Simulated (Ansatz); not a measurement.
Be2Ag:
```
CELL_PARAMETERS angstrom
      0.00000     3.19032     3.19032
      3.19032     0.00000     3.19032
      3.19032     3.19032     0.00000
ATOMIC_POSITIONS crystal
  Ag 0.50000 0.50000 0.50000
  Ag 0.75000 0.75000 0.75000
  Be 0.12500 0.12500 0.12500
  Be 0.62500 0.12500 0.12500
  Be 0.12500 0.12500 0.62500
  Be 0.12500 0.62500 0.12500
```

Relaxed with r²SCAN. Special points in fractions of this cell's reciprocal vectors: Γ (0.000, 0.000, 0.000); X (0.500, 0.000, 0.500); U (0.625, 0.250, 0.625); K (0.375, 0.375, 0.750); L (0.500, 0.500, 0.500); W (0.500, 0.250, 0.750).

Q: List the band energies nearest the Fermi level at these points for the program Ansatz at the r²SCAN with spin–orbit coupling level (PAW).

A: In eV from the Fermi level; about four levels below and three above (degenerate sets whole), none deeper than 8.9 eV; points with the same levels are listed once.

```tsv
k	below	above
Γ	-4.65 -4.65 -4.65 -4.65 -3.49 -3.49	0.43 0.43 0.43 0.43
X	-1.63 -1.63 -1.63 -1.63	5.98 5.98 5.98 5.98
U	-2.71 -2.71 -1.77 -1.77	0.79 0.79 4.12 4.12
L	-0.90 -0.90 -0.77 -0.77	1.81 1.81 1.95 1.95
W	-4.42 -4.42 -4.32 -4.32	0.13 0.13 0.15 0.15
```

Space group Fd-3m (cubic Laves (MgCu2 type)). The workflow started from an entry of the Crystallography Open Database (COD). Its standing as an ambient phase is unchecked. The cell was relaxed with r²SCAN under the symmetry of its start; whether a distortion lowers the energy is not shown. No spin polarisation was allowed.

Potentials: the later of the program's two PAW sets.
